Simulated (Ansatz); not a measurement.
MgCd2Se3 (P3m1) at 2 levels of theory

One geometry, relaxed with PBE; plane waves with PAW potentials in Ansatz, scalar-relativistic. No spin polarisation. Gaps are the least over mesh and band path; pressure is positive in compression.

Space group P3m1 (No. 156). a = 4.344 Å, b = 4.344 Å, c = 21.162 Å, α = 90.00°, β = 90.00°, γ = 120.00°
```
atom  site  symmetry       x       y       z
  Mg    1a       3m.  0.0000  0.0000  0.1691
  Mg    1c       3m.  0.6667  0.3333  0.3284
  Cd    1a       3m.  0.0000  0.0000  0.4950
  Cd    1a       3m.  0.0000  0.0000  0.8354
  Cd    1c       3m.  0.6667  0.3333  0.6651
  Cd    1c       3m.  0.6667  0.3333  0.0059
  Se    1a       3m.  0.0000  0.0000  0.2919
  Se    1a       3m.  0.0000  0.0000  0.6219
  Se    1a       3m.  0.0000  0.0000  0.9624
  Se    1c       3m.  0.6667  0.3333  0.1329
  Se    1c       3m.  0.6667  0.3333  0.4515
  Se    1c       3m.  0.6667  0.3333  0.7922
```

| level | cutoff (eV) | k mesh | gap (eV) | pressure (GPa) |
| --- | --- | --- | --- | --- |
| PBE | 420 | 6×6×2 | 0.91 | 0.0 |

**Question.** What comes out on the same cell with r2SCAN?

**Answer.**
```csv
level,cutoff (eV),k mesh,gap (eV),pressure (GPa)
r2SCAN,500,6×6×2,1.40,-1.4
```

It was reached by relaxing an invented guess, and it needn't be the stable form of this composition.
